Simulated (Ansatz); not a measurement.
SrO:
```cif
data_OSr
_chemical_formula_sum 'Sr1 O1'
_space_group_name_H-M_alt 'P 1'
_space_group_IT_number 1
_cell_length_a 3.58103
_cell_length_b 3.58103
_cell_length_c 3.58103
_cell_angle_alpha 60.000
_cell_angle_beta 60.000
_cell_angle_gamma 60.000
loop_
_space_group_symop_operation_xyz
  'x, y, z'
loop_
_atom_site_label
_atom_site_type_symbol
_atom_site_fract_x
_atom_site_fract_y
_atom_site_fract_z
_atom_site_occupancy
Sr1 Sr 0.00000 0.00000 0.00000 1
O1 O 0.50000 0.50000 0.50000 1
```

Relaxed with LDA.

### Question
Give the optical modes at the zone centre with their infrared and Raman activity from DFPT, LDA in the plane-wave PAW code Ansatz.

### Answer
Transverse frequencies, without the LO–TO term; a row sums one degenerate level.

```tsv
ω (cm⁻¹)	degeneracy	IR ((D/Å)²/amu)	Raman (Å⁴/amu)	activity	symmetry
216	3	31.29	0	IR	T1u
```

### Question
How high does the top mode go among those that the LO–TO term moves?

### Answer
473 cm⁻¹ for q along x.

Space group Fm-3m (rock salt). The LDA relaxation kept the symmetry of its start; phonons on a q-mesh show no instability.

Potentials: the later of the program's two PAW sets.
